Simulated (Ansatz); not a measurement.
**Relaxing Mg**

Method: Ansatz 0.2.0, DFT r2SCAN, scalar-relativistic, plane waves, PAW. Cutoff 500 eV, Γ-centred k mesh, Gaussian smearing, no spin polarisation in the final step.

This is the end of a relaxation of cell and atoms.

```
CELL_PARAMETERS angstrom
3.17979 0.00000 0.00000
-1.58990 2.75378 0.00000
0.00000 0.00000 5.15214
ATOMIC_POSITIONS crystal
Mg 0.33333 0.66667 0.25000
Mg 0.66667 0.33333 0.75000
```

Problem. What space group does it have?

Solution. P6_3/mmc (No. 194). Conventional cell: a = 3.180 Å, c = 5.152 Å. Mg is coordinated by 12 Mg at 3.16–3.18 Å.

Problem. Is it a metal?

Solution. Yes, bands cross the Fermi level on the 21×21×12 mesh.

The final run used a 21×21×12 mesh on its 2-atom cell and 0.10 eV smearing.